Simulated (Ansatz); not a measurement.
VN:
```
VN
1.0
    0.00000     2.05826     2.05826
    2.05826     0.00000     2.05826
    2.05826     2.05826     0.00000
V N
1 1
Direct
  0.50000   0.50000   0.50000
  0.00000   0.00000   0.00000
```

Relaxed with PBE.

List the phonon frequencies at the special points (DFPT on a 5×5×5 q-mesh, Fourier-interpolated; PBE in the plane-wave PAW code Ansatz).

In cm⁻¹; no LO–TO term at Γ, as the run had none.

```tsv
q	frequencies
Γ	0 0 0 358 358 358
X	168i 111i 111i 468 468 515
U	194i 141i 98 499 520 554
K	194i 141i 98 499 520 554
L	117 117 190 528 528 607
W	115i 115i 183 493 493 562
```

Space group Fm-3m (rock salt). The cell was relaxed with PBE under the symmetry of its start. At this level the phase is dynamically unstable (imaginary phonons). The workflow began spin-polarised and lost its moments. As this level gives no gap, phonon frequencies hold no LO–TO term and depend on the k-mesh and smearing (Fermi–Dirac, 0.1 eV here).

Potentials: the later of the program's two PAW sets.
